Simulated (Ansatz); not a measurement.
TaP:
```
TaP
1.0
    3.28205     0.00000     0.00000
   -1.64102     2.84234     0.00000
    0.00000     0.00000     3.31663
Ta P
1 1
Direct
  0.66667   0.33333   0.00000
  0.00000   0.00000   0.50000
```

Relaxed with PBEsol. Special points in fractions of this cell's reciprocal vectors: Γ (0.000, 0.000, 0.000); M (0.500, 0.000, 0.000); K (0.333, 0.333, 0.000); A (0.000, 0.000, 0.500); L (0.500, 0.000, 0.500); H (0.333, 0.333, 0.500).

**Question.** List the band energies nearest the Fermi level at these points for the program Ansatz at the PBEsol level (PAW).

**Answer.** In eV from the Fermi level; about four levels below and three above (degenerate sets whole), none deeper than 8.9 eV; points with the same levels are listed once.

```tsv
k	below	above
Γ	-3.17 -2.19 -2.19 -0.63	2.29 2.29 4.93 4.93
M	-6.82 -3.17 -2.65 -0.65	1.33 3.92 4.39
K	-6.23 -4.57 -2.99 -0.12	1.38 2.14 2.14
A	-1.42 -1.42 -0.23 -0.23	2.90 3.71 3.71
L	-5.53 -4.69 -3.36 -0.59	3.75 3.91 4.44
H	-5.98 -4.96 -2.77 -0.30	2.95 4.02 5.30
```

Space group P-6m2. The workflow started from a Materials Project entry (that database holds measured and hypothetical structures alike); the Crystallography Open Database copy checked does not list it. COD files the formula under space group No. 141, so this cell is another polymorph or a model. Its standing as an ambient phase is unchecked. The cell was relaxed with PBEsol under the symmetry of its start; of distortions, only those at the zone centre were tested. No spin polarisation was allowed. Scalar-relativistic: spin–orbit coupling is off unless named, which matters more the heavier the elements.

Potentials: the later of the program's two PAW sets.
